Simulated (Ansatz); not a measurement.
**RbCr$_{5}$Se$_{8}$: input and output**

input.yaml (Ansatz 0.2.0)

```yaml
crystal:
  lattice:
    - [0.0, 3.609114, 0.0]
    - [9.32337, -1.804557, 0.0]
    - [2.302075, 0.0, -8.750115]
  atoms:
    - { symbol: Se, position: [0.2391, 0.4782, 0.8451] }
    - { symbol: Se, position: [0.7609, 0.5218, 0.1549] }
    - { symbol: Rb, position: [0.5, 0.0, 0.5] }
    - { symbol: Se, position: [0.1695, 0.339, 0.5131] }
    - { symbol: Se, position: [0.8305, 0.661, 0.4869] }
    - { symbol: Se, position: [0.0869, 0.1738, 0.1724] }
    - { symbol: Se, position: [0.9131, 0.8262, 0.8276] }
    - { symbol: Se, position: [0.5752, 0.1504, 0.8438] }
    - { symbol: Se, position: [0.4248, 0.8496, 0.1562] }
    - { symbol: Cr, position: [0.2949, 0.5898, 0.3354] }
    - { symbol: Cr, position: [0.7051, 0.4102, 0.6646] }
    - { symbol: Cr, position: [0.3422, 0.6844, 0.9823] }
    - { symbol: Cr, position: [0.6578, 0.3156, 0.0177] }
    - { symbol: Cr, position: [0.0, 0.0, 0.0] }
  symmetry: { tolerance: 0.0003 }
kpoints:
  mp_grid: { grid: [6, 6, 3], shift: [0, 0, 0] }
  band_path:
    path:
      - [0.0, 0.0, 0.0]
      - [0.5200277, -0.26001385, 0.0]
      - [0.4799723, -0.73998615, 0.0]
      - [0.0, -0.5, 0.0]
      - [0.0, 0.0, 0.0]
      - [0.0, -0.5, -0.5]
      - [0.49047401, -0.74523701, -0.5]
      - [0.50952599, -0.25476299, -0.5]
      - [0.0, 0.0, -0.5]
      - [0.0, 0.0, 0.0]
      - [0.5, -0.5, -0.5]
    npoints: 6
magnetization:
  spin_polarized: false
scf:
  occupations: { method: fermi_dirac, width: 0.0893 }
  lower_state_search: "off"
  max_iter: 200
hamiltonian:
  pseudopotentials: { kind: paw }
  xc: r2scan
basis:
  ecutwfc: 500
  fft_grid_basis: typed
output:
  forces: true
  stress: true
  eigenvalues: true
  populations: true
  elf: true
  write_potential: true
  volumetric_format: npy
  dos:
    e_range: [-12, 8]
    de: 0.05
    projected: { site_lists: { Cr: [Cr], Rb: [Rb], Se: [Se] } }
checkpoint:
  read: saved_state
```

The saved state is an earlier solution for the same cell, perhaps on another mesh. 

Excerpt of what it printed:

```
Pseudopotentials: kind: paw
Pseudopotential: Se, paw, valence charge 16, recommended cutoff 500 eV (meta_gga), Se.paw.azcp
Pseudopotential: Rb, paw, valence charge 9, recommended cutoff 500 eV (meta_gga), Rb.paw.azcp
Pseudopotential: Cr, paw, valence charge 14, recommended cutoff 500 eV (meta_gga), Cr.paw.azcp
Functional definition: r2SCAN
  exchange = r2scan_x(k0 = k0, k1 = k1, a1 = a1)
  correlation = r2scan_c
Crystal: 14 atoms, lattice volume = 294.434 Å³
Basis set: ecut = 500 eV, 7493 PW (Γ), exchange–correlation on 108×288×288 points (64 copies of the dense FFT grid, shifted against one another)
Bands: 125, of which v1, the nominal top of the filled ones, is band 104 counted from 1 (103 counted from 0)
Symmetry: 4 space group operations
Space group: C2/m (ITA 12), of the structure as read, at distance tolerance 2.0e-3 Å
k-points: 34 of 108
Initial density: read from a saved state, or passed on in memory by an earlier SCF of this step, an earlier step, the calling program or the single point that the run made first
Functional: x = r2scan, c = r2scan; τ floored in thin density (d = 2e-4 eV/Å³)
SCF iter   1: F=-64020.3886 eV  Δρ=5.15e-3  dr2=1.35e-1  dr2_τ=2.08e-2
SCF iter   2: F=-64020.5140 eV  Δρ=1.32e-3  dr2=5.83e-3  dr2_τ=4.76e-4
SCF iter   3: F=-64020.5150 eV  Δρ=1.01e-3  dr2=4.37e-3  dr2_τ=9.31e-5
SCF iter   4: F=-64020.5182 eV  Δρ=4.20e-4  dr2=9.06e-4  dr2_τ=1.62e-5
SCF iter   5: F=-64020.5190 eV  Δρ=1.49e-4  dr2=6.94e-5  dr2_τ=2.46e-6
SCF iter   6: F=-64020.5194 eV  Δρ=5.53e-5  dr2=1.26e-5  dr2_τ=3.61e-7
SCF iter   7: F=-64020.5194 eV  Δρ=1.81e-5  dr2=1.08e-6  dr2_τ=5.70e-8
SCF iter   8: F=-64020.5194 eV  Δρ=7.95e-6  dr2=1.18e-7  dr2_τ=1.14e-8
SCF iter   9: F=-64020.5194 eV  Δρ=3.27e-6  dr2=1.85e-8  dr2_τ=2.35e-9
Free energy (F): -64020.5194 eV
Harris-Foulkes:  -64020.5194 eV  (|F-HF|=6.27e-9)
Internal energy: -64019.9041 eV  (E = F + TS)
E sigma→0 (E₀):  -64020.2118 eV
Entropy (-TS):   -0.6152 eV (-43.945 meV/atom)
Fermi energy:    10.1996 eV
--- Forces (eV/Å), atoms counted from 1 ---
  atom   1  Se     0.2326     0.0000    -0.0262
  atom   2  Se    -0.2326     0.0000     0.0262
  atom   3  Rb     0.0000     0.0000     0.0000
  atom   4  Se    -0.1769     0.0000     0.2454
  atom   5  Se     0.1769     0.0000    -0.2454
  atom   6  Se     0.2257     0.0000    -0.0352
  atom   7  Se    -0.2257     0.0000     0.0352
  atom   8  Se     0.1465     0.0000     0.0120
  atom   9  Se    -0.1465     0.0000    -0.0120
  atom  10  Cr    -0.3132     0.0000     0.0017
  atom  11  Cr     0.3132     0.0000    -0.0017
  atom  12  Cr     0.9926     0.0000    -0.5453
  atom  13  Cr    -0.9926     0.0000     0.5453
  atom  14  Cr     0.0000     0.0000     0.0000
--- Stress (GPa, compression-positive) ---
       -4.8969       0.0000      -0.5075
        0.0000      -6.5269       0.0000
       -0.5075       0.0000      -4.9882
  P = ⅓ Tr σ = -5.4707 GPa (-54.707 kbar)
--- Löwdin populations: 14 sites ---
  site symbol       q [e]
     0     Se     16.2855
     1     Se     16.2855
     2     Rb      8.2488
     3     Se     16.3268
     4     Se     16.3268
     5     Se     16.3438
     6     Se     16.3438
     7     Se     16.2482
     8     Se     16.2482
     9     Cr     13.5352
    10     Cr     13.5352
    11     Cr     13.5254
    12     Cr     13.5254
    13     Cr     13.5454
  spilling = 0.0033 (of n_electrons = 207.0000)
```

Absolute energies hang on the potentials; compare differences alone.

Origin: a known structure type with other elements, at an estimated volume, so it need not be a known compound. Caveats: no spin polarisation, so a magnetic state may lie lower.
